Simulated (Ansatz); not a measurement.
This cell of BaTiO3 (cubic perovskite) is off equilibrium:

```
CELL_PARAMETERS angstrom
      8.03847     0.00000     0.00000
      0.00000     4.01924     0.00000
      0.00000     0.00000     4.01924
ATOMIC_POSITIONS crystal
  Ba 0.00000 0.00000 0.00000
  Ba 0.50000 0.00000 0.00000
  Ti 0.25000 0.50000 0.49527
  Ti 0.75000 0.50000 0.50473
  O  0.00000 0.50000 0.50000
  O  0.50000 0.50000 0.50000
  O  0.25000 0.50000 0.97717
  O  0.75000 0.50000 0.02283
  O  0.25000 0.00000 0.52322
  O  0.75000 0.00000 0.47678
```

All values below come from PBE (plane waves to 420 eV, PAW, scalar-relativistic; Ansatz, an electronic-structure program). k mesh 4×8×8 (Γ-centred), Fermi-Dirac smearing 0.05 eV. Stress and pressure are positive under compression. BaTiO3 is run without spin polarisation. BaTiO3 was relaxed with its symmetry unable to fall. This is a high-temperature form of BaTiO3.

Q: What forces act on the atoms (eV/Å, Cartesian)?

A: 
```
atom     Fx     Fy      Fz
----  -----  -----  ------
Ba1   0.000  0.000   0.000
Ba2   0.000  0.000   0.000
Ti3   0.000  0.000   0.568
Ti4   0.000  0.000  -0.568
O5    0.000  0.000   0.000
O6    0.000  0.000   0.000
O7    0.000  0.000   0.973
O8    0.000  0.000  -0.973
O9    0.000  0.000  -0.971
O10   0.000  0.000   0.971
```

Q: Give the stress tensor in GPa and the pressure.

A: 
```
   0.30     0.00     0.00
   0.00     0.41     0.00
   0.00     0.00     0.65
```
The pressure, a third of the trace, is 0.45 GPa.

(For displaced atoms, the force is minus the slope of the energy, and its curvature is a force constant, which sets phonon frequencies.)
